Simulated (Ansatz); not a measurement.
A geometry of YN away from equilibrium: step 4 of the relaxation of a generated cell, YN built in the AFLOW prototype AB_hR6_160_b_b (B13, as in NiS). Computed with r2SCAN (plane waves to 500 eV, PAW, scalar-relativistic; Ansatz, a program for electronic structure). Γ-centred k-mesh 10×10×10 on the run's cell, Fermi–Dirac smearing 0.05 eV. The plane waves were selected for a different cell earlier on the path.

```
YN
1.0
    5.03455     2.90670     1.07527
   -5.03455     2.90670     1.07527
    0.00000    -5.81339     1.07527
Y N
3 3
Direct
  0.01627   0.01627   0.70014
  0.01627   0.70014   0.01627
  0.70014   0.01627   0.01627
  0.27959   0.27959   0.59491
  0.27959   0.59491   0.27959
  0.59491   0.27959   0.27959
```

What forces act on the atoms (eV/Å)?


| atom | Fx | Fy | Fz |
|---|---|---|---|
| Y1 | 0.00 | -0.03 | -0.17 |
| Y2 | -0.03 | 0.02 | -0.17 |
| Y3 | 0.03 | 0.02 | -0.17 |
| N4 | 0.00 | 0.32 | 0.17 |
| N5 | 0.27 | -0.16 | 0.17 |
| N6 | -0.27 | -0.16 | 0.17 |

The path ends in R3m (No. 160) (AFLOW prototype AB_hR6_160_b_b (B13, as in NiS)). No spin polarisation in the result.

The run could not lose the symmetry of its start, so the end can be a saddle point.

The end of the path is a generated cell of YN: the first start was made by placing the elements on the sites of a structure type, and the end was not matched to a known phase here, so it may be hypothetical. Known forms of YN include space group No. 225.
